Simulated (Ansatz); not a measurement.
Ansatz input file:

```yaml
crystal:
  lattice:
    - [4.5759693446, 0.0, 0.0]
    - [0.0, 6.7187852186, 0.0]
    - [0.0, 0.0, 6.6895143272]
  atoms:
    - { symbol: Sr, position: [0.0, 0.0, 0.904226] }
    - { symbol: Sr, position: [0.5, 0.5, 0.095774] }
    - { symbol: Ca, position: [0.5, 0.0, 0.414306] }
    - { symbol: Ca, position: [0.0, 0.5, 0.585694] }
basis:
  ecutwfc: 420
kpoints:
  mp_grid: { grid: [10, 6, 6] }
hamiltonian:
  xc: pbesol
scf:
  occupations: { method: gaussian, width: 0.1 }
output:
  forces: true
  stress: true
  eigenvalues: true
  populations: true
```

Launched with
```bash
ansatz run input.yaml --threads 1 --pin off --max-ram 1331MiB --backend cpu --events-out ev --progress --plain --runs-dir out
```

These are results of Ansatz 0.2.0, DFT PBEsol, scalar-relativistic, plane waves, PAW, not measurements.

From the run's log, abridged:

```
Pseudopotentials: kind: paw
Pseudopotential: Sr, paw, valence charge 10, recommended cutoff 420 eV (normal)
Pseudopotential: Ca, paw, valence charge 10, recommended cutoff 420 eV (normal)
Functional definition: PBEsol
Crystal: 4 atoms, lattice volume = 205.669 Å³
Basis set: ecut = 420 eV, 4035 PW (Γ), exchange–correlation on 64×90×90 points (8 copies of the dense FFT grid, shifted against one another)
Bands: 24, of which v1, the nominal top of the filled ones, is band 20 counted from 1 (19 counted from 0)
Symmetry: 8 space group operations
Space group: Pmmn (ITA 59), of the structure as read, at distance tolerance 5.9e-5 Å
k-points: 96 of 360
Initial density: superposition of atomic densities (neutral atoms: chi_scale 0, normalization atom), corrected by the library's trained network
Initial wavefunctions: pseudopotential atomic-orbital guess
Functional: x = pbesol(κ = 0.804, μ = 0.12345679), c = pbesol(β = 0.046)
SCF iter   1: F=—  HF=-10571.569429 eV  |F-HF|=—  |Δ(HF+E_count)|=         —  Δρ=2.26e-3  dr2=2.55e-2  ethr=1.77e-3  ⟨swp⟩=9.8  Hψ=28218  notcnv=0
automatic band count: the SCF goes on with 28 bands, as 24 were too few: the levels above may hold too much charge
SCF iter   2: F=—  HF=-10571.568627 eV  |F-HF|=—  |Δ(HF+E_count)|=   8.02e-4  Δρ=1.29e-3  dr2=1.07e-2  ethr=6.37e-5  ⟨swp⟩=1.9  Hψ=3884  notcnv=0  defer=48
SCF iter   3: F=—  HF=-10571.566527 eV  |F-HF|=—  |Δ(HF+E_count)|=   2.10e-3  Δρ=2.99e-4  dr2=4.18e-4  ethr=2.67e-5  ⟨swp⟩=2.1  Hψ=3021  notcnv=0  defer=48
SCF iter   4: F=—  HF=-10571.566491 eV  |F-HF|=—  |Δ(HF+E_count)|=   3.66e-5  Δρ=1.02e-4  dr2=5.49e-5  ethr=1.05e-6  ⟨swp⟩=2.4  Hψ=3790  notcnv=0  defer=48
SCF iter   5: F=—  HF=-10571.566490 eV  |F-HF|=—  |Δ(HF+E_count)|=   9.68e-7  Δρ=1.87e-5  dr2=1.46e-6  ethr=1.37e-7  ⟨swp⟩=2.1  Hψ=3201  notcnv=0  defer=141
SCF iter   6: F=—  HF=-10571.566490 eV  |F-HF|=—  |Δ(HF+E_count)|=   4.69e-8  Δρ=5.09e-6  dr2=1.27e-7  ethr=3.66e-9  ⟨swp⟩=2.7  Hψ=4434  notcnv=0  defer=151
SCF iter   7: F=-10571.566490 eV  HF=-10571.566490 eV  |F-HF|=6.98e-9  |Δ(HF+E_count)|=   7.42e-9  Δρ=1.70e-6  dr2=1.32e-8  ethr=2.50e-10  ⟨swp⟩=11.5  Hψ=14201  notcnv=0
SCF 1 converged in 7 iterations: F = -10571.566490 eV  dr2 = 1.32e-8
SCF converged after 7 iterations
Free energy (F): -10571.566490 eV
Harris-Foulkes:  -10571.566490 eV  (|F-HF|=6.98e-9)
Internal energy: -10571.536939 eV  (E = F + TS)
E sigma→0 (E₀):  -10571.551714 eV
Entropy (-TS):   -0.029551 eV (-7.388 meV/atom)
Fermi energy:    4.544001 eV
--- Per-component energies (eV) ---
  E_band       = -644.036558
  E_kinetic    = 1030.890481
  E_local      = -3332.831408  (includes V_loc(G=0)·N_el)
  E_nonlocal   = 537.532558
  E_hartree    = 992.493328
  E_xc         = -606.049321
  E_vxc        = -651.731159  (∫ρ·V_xc dr)
  E_paw        = -6962.416860  (= ΣΔE_a)
  E_vpaw       = -212.885258  (= ΣTr[D̂ρ^β])
  E_aug_tail   = -0.000014  (compensation charges beyond the density's cutoff)
  E_ewald      = -2231.661985
  E_core_change = 0.506283  (= ΣΔE_core)
  E_smearing   = -0.029551  (= −TS)
--- Forces (eV/Å), atoms counted from 1 ---
  atom   1  Sr     0.00000000     0.00000000     0.23208802
  atom   2  Sr     0.00000000     0.00000000    -0.23208802
  atom   3  Ca     0.00000000     0.00000000     0.13924220
  atom   4  Ca     0.00000000     0.00000000    -0.13924220
--- Stress (GPa, compression-positive) ---
       -2.475872       0.000000       0.000000
        0.000000      -0.833025       0.000000
        0.000000       0.000000      -0.175804
  P = ⅓ Tr σ = -1.1616 GPa (-11.616 kbar)
--- Band table (eV; the first three rows and the last of 96) ---
  k-point 0: bands = ["-37.7347", "-37.7317", "-31.8761", "-31.8665", "-18.7976", "-18.7965", "-18.7936", "-18.7744", "-18.7604", "-18.7568", "-13.9422", "-13.8819", "-13.8815", "-13.8568", "-13.8193", "-13.8112", "0.8201", "3.5401", "3.8375", "4.2728", "4.5292", "4.8620", "4.9103", "6.0341", "6.0441", "6.0914", "6.4222", "6.6588"]
  k-point 1: bands = ["-37.7347", "-37.7317", "-31.8761", "-31.8665", "-18.7975", "-18.7964", "-18.7936", "-18.7744", "-18.7604", "-18.7568", "-13.9422", "-13.8826", "-13.8817", "-13.8569", "-13.8192", "-13.8113", "0.9350", "3.2506", "3.6640", "4.4950", "4.6786", "4.8852", "4.9840", "6.0884", "6.1641", "6.1672", "6.5019", "6.5177"]
  k-point 2: bands = ["-37.7347", "-37.7317", "-31.8761", "-31.8665", "-18.7972", "-18.7963", "-18.7935", "-18.7744", "-18.7604", "-18.7568", "-13.9424", "-13.8838", "-13.8824", "-13.8571", "-13.8191", "-13.8113", "1.2714", "2.4902", "3.9881", "4.4305", "4.8007", "4.8461", "5.3900", "6.1917", "6.2385", "6.3900", "6.4435", "6.4465"]
  k-point 95: bands = ["-37.7328", "-37.7328", "-31.8696", "-31.8696", "-18.7959", "-18.7959", "-18.7917", "-18.7917", "-18.7620", "-18.7620", "-13.9298", "-13.9298", "-13.8771", "-13.8771", "-13.8313", "-13.8313", "3.6067", "3.6067", "3.8105", "3.8105", "4.4226", "4.4226", "4.6494", "4.6494", "5.8899", "5.8899", "5.9303", "5.9303"]
--- Löwdin populations: 4 sites ---
  site symbol q [e]
     0     Sr      9.5227
     1     Sr      9.5227
     2     Ca      9.5263
     3     Ca      9.5263
  spilling = 0.047551 (of n_electrons = 40.000000)
```

The run converged.